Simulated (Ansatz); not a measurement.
Input and command of a plane-wave DFT calculation in Ansatz:

```yaml
crystal:
  lattice:
    - [6.2984769407, 0.0, 0.0]
    - [-3.1492384704, 5.4546410358, 0.0]
    - [0.0, 0.0, 5.0272863427]
  atoms:
    - { symbol: Sc, position: [0.8281198148, 0.1718801852, 0.75] }
    - { symbol: Sc, position: [0.3437603704, 0.1718801852, 0.75] }
    - { symbol: Sc, position: [0.8281198148, 0.6562396296, 0.75] }
    - { symbol: Sc, position: [0.1718801852, 0.8281198148, 0.25] }
    - { symbol: Sc, position: [0.6562396296, 0.8281198148, 0.25] }
    - { symbol: Sc, position: [0.1718801852, 0.3437603704, 0.25] }
    - { symbol: Al, position: [0.6666666667, 0.3333333333, 0.25] }
    - { symbol: Al, position: [0.3333333333, 0.6666666667, 0.75] }
basis:
  ecutwfc: 420
kpoints:
  mp_grid: { grid: [6, 6, 8] }
hamiltonian:
  xc: pbesol
scf:
  occupations: { method: gaussian, width: 0.1 }
output:
  forces: true
  stress: true
  eigenvalues: true
relax:
  adjacent_minimum: "off"
  f_tol: 0.01
  max_steps: 30
  cell: { stress_tol: 0.1, fix: [volume] }
```

```bash
ansatz run input.yaml --threads 2 --pin off --max-ram 5120MiB --backend cpu --events-out ev --progress --plain --runs-dir out
```

Processor: Arm Neoverse V2, 2 threads, on a host shared with other jobs.

Task: How long does it run, and how much memory does it take?

Result: About 15 s on 2 threads of Arm Neoverse V2, on a shared host, peak memory 0.57 GiB. It solves 44 bands at 35 k points (the mesh reduced by symmetry) with about 3401 plane waves, in 14 SCF iterations over 2 ionic steps.
